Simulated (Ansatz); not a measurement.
Here is the system:

GaS:
Space group P6₃/mmc (No. 194); a = b = 3.630 Å, c = 17.777 Å, α = β = 90.00°, γ = 120.00°

```tsv
atom	site	symmetry	x	y	z
Ga	4f	3m.	0.3333	0.6667	0.1805
S	4f	3m.	0.6667	0.3333	0.1196
```

This is the PBE-relaxed structure.

Q: All from plane-wave PAW PBE (Ansatz code), unless another level is named. Estimate the band gap.

A: 2.02 eV (indirect).

Q: Predict the formation energy from the elements (no fitted shifts).

A: -0.66 eV/atom.

Q: Give the smallest direct gap on the standard path.

A: 2.06 eV.

Q: Give the valence-band maximum.

A: on the K–Γ line, 81 % of the way from K.

Q: Next, the conduction-band minimum?

A: at Γ.

Space group P6_3/mmc. Symmetry was held in the PBE relaxation. The volume lies over 15 % above that of the usual cell of this phase: another minimum, or an error of the functional. A crystal of weakly bound layers computed without a dispersion correction: the cell and the soft elastic constants depend strongly on that. The references are the lowest solids computed at this level, not always the standard phases. Spin–orbit coupling is left out wherever it is not named.

Potentials: the later of the program's two PAW sets.
